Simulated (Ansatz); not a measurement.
Total density of states per atom from PBEsol (plane waves, PAW; program Ansatz), in 0.25 eV bins, energy from the Fermi level:

```tsv
E (eV)	states/eV/atom
-7.10	0.00
-6.85	0.02
-6.60	0.04
-6.35	0.06
-6.10	0.08
-5.85	0.09
-5.60	0.11
-5.35	0.14
-5.10	0.18
-4.85	0.37
-4.60	0.71
-4.35	0.71
-4.10	0.88
-3.85	0.93
-3.60	1.33
-3.35	1.81
-3.10	1.08
-2.85	1.59
-2.60	2.73
-2.35	1.81
-2.10	2.06
-1.85	2.45
-1.60	1.40
-1.35	1.29
-1.10	0.57
-0.85	0.49
-0.60	0.42
-0.35	0.33
-0.10	0.31
0.15	0.42
0.40	0.50
0.65	0.52
0.90	0.61
1.15	0.70
1.40	0.84
1.65	0.77
1.90	0.84
2.15	1.07
2.40	1.37
2.65	1.03
2.90	1.29
3.15	0.75
3.40	0.68
3.65	0.79
3.90	0.57
4.15	0.47
4.40	0.43
4.65	0.44
```

Task: Pick the material that matches.
(A) HfO2, fluorite
(B) YIr, CsCl type
(C) TiS2, rutile
(D) MgSe, rock salt

Result: B, YIr, CsCl type. Within 0.5 eV of the Fermi level: Ir 5d 58 %, Y 4d 24 %, Ir 6s 9 %, Y 5s 5 %. Projections are on Löwdin-orthogonalised atomic valence shells; empty p or d shells of many metals are not among them.

Space group Pm-3m (CsCl type). The workflow started from an entry of the Crystallography Open Database (COD). Whether it is the stable phase at ambient conditions was not checked. Symmetry was held in the PBEsol relaxation; whether a distortion lowers the energy is not shown. No spin polarisation was allowed. Scalar-relativistic: spin–orbit coupling is off unless named, which matters more the heavier the elements.

Potentials: the later of the program's two PAW sets.
